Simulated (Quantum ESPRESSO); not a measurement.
```xyz
6
Lattice="4.6152 0.0000 0.0000 0.0000 4.6152 0.0000 0.0000 0.0000 3.0478" Properties=species:S:1:pos:R:3 pbc="T T T"
Mg     2.3076     2.3076     1.5239
Mg     0.0000     0.0000     0.0000
F      3.2454     3.2454     0.0000
F      1.3698     1.3698     0.0000
F      3.6774     0.9378     1.5239
F      0.9378     3.6774     1.5239
```
The cell was made here from a computed Materials Project entry: F3 and its equivalents moved by 0.04 Å along (0.71, 0.71, 0.00), space group kept. The parent is MgF2 in P4₂/mnm. Stability against distortions was not tested.

A lattice sum over point charges, one formal value an element (Mg +2, F -1), with no Sternheimer factor, costs far less than a self-consistent run. Taken along the main axis of each site's self-consistent tensor, it gives:

| site | V along that axis, point charges (a.u.) |
|---|---|
| Mg (atoms 1, 2) | -0.017 |
| F (atoms 3, 4, 5, 6) | -0.093 |

How do the values of PBE PAW (JTH datasets; density from pw.x of a modified build of Quantum ESPRESSO, gradients reconstructed from it by a script) compare?


```json
[
 {"site": "Mg", "Vzz, PAW (a.u.)": "-0.127", "PAW over point charges": "7.6"},
 {"site": "F", "Vzz, PAW (a.u.)": "-0.516", "PAW over point charges": "5.6"}
]
```
  Cores are frozen. Against all-electron runs on small test molecules, this scheme's |Vzz| missed by −6 to +4 % (−29 % in KF) on F. Mg had no test against all-electron runs.
